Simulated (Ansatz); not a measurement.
MgS (rock salt, Fm-3m) under volume change, plane-wave PAW PBEsol (Ansatz code), scaled uniformly.

```json
[
 {"V (Å³/atom)": "15.829", "E − E(relaxed) (meV/atom)": "40.2", "P (GPa)": "8.92"},
 {"V (Å³/atom)": "16.351", "E − E(relaxed) (meV/atom)": "16.9", "P (GPa)": "5.48"},
 {"V (Å³/atom)": "16.873", "E − E(relaxed) (meV/atom)": "4.0", "P (GPa)": "2.53"},
 {"V (Å³/atom)": "17.395", "E − E(relaxed) (meV/atom)": "0.0", "P (GPa)": "0.00"},
 {"V (Å³/atom)": "17.916", "E − E(relaxed) (meV/atom)": "3.6", "P (GPa)": "-2.18"},
 {"V (Å³/atom)": "18.438", "E − E(relaxed) (meV/atom)": "13.8", "P (GPa)": "-4.04"},
 {"V (Å³/atom)": "18.960", "E − E(relaxed) (meV/atom)": "29.7", "P (GPa)": "-5.65"}
]
```

What does a third-order Birch–Murnaghan fit give for V₀, B₀ and B′?

V₀ = 17.39 Å³/atom, B₀ = 78.1 GPa, B′ = 4.1.

The cell was relaxed with PBEsol under the symmetry of its start; phonons on a q-mesh show no instability. The volume moved by -30 % from the start of the relaxation.

Potentials: the later of the program's two PAW sets.
